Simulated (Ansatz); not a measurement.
Given:

SrNbNO$_{2}$:
```
CELL_PARAMETERS angstrom
      4.00982     0.00000     0.00000
      0.00000     4.00982     0.00000
      0.00000     0.00000     4.06041
ATOMIC_POSITIONS crystal
  Sr 0.00000 0.00000 0.00000
  Nb 0.50000 0.50000 0.50000
  N  0.50000 0.50000 0.00000
  O  0.50000 0.00000 0.50000
  O  0.00000 0.50000 0.50000
```

This is the PBEsol-relaxed structure. Cartesian axes are those of the cell as given.

All from DFT-PBEsol in the program Ansatz with PAW potentials, unless another level is named. Predict the Young's modulus.

295 GPa.

Give the elastic constants (relaxed ions, GPa).

C11 = 391, C12 = 93.7, C13 = 94.4, C33 = 414, C44 = 101, C66 = 97.6.

And the highest zone-centre frequency?

576 cm⁻¹.

Space group P4/mmm. The workflow started from a Materials Project entry (that database holds measured and hypothetical structures alike); the Crystallography Open Database copy checked does not list it. With N and O taken as one species the cell has the higher symmetry Pm-3m, so it may be an ordered model of a mixed-site phase. Its standing as an ambient phase is unchecked. Symmetry was held in the PBEsol relaxation. At this level the phase is dynamically unstable (imaginary phonons). The run is not spin-polarised. As this level gives no gap, shear constants depend on the k-mesh and smearing (Fermi–Dirac, 0.1 eV here). As this level gives no gap, phonon frequencies hold no LO–TO term and depend on the k-mesh and smearing (Fermi–Dirac, 0.1 eV here).

Potentials: the later of the program's two PAW sets.
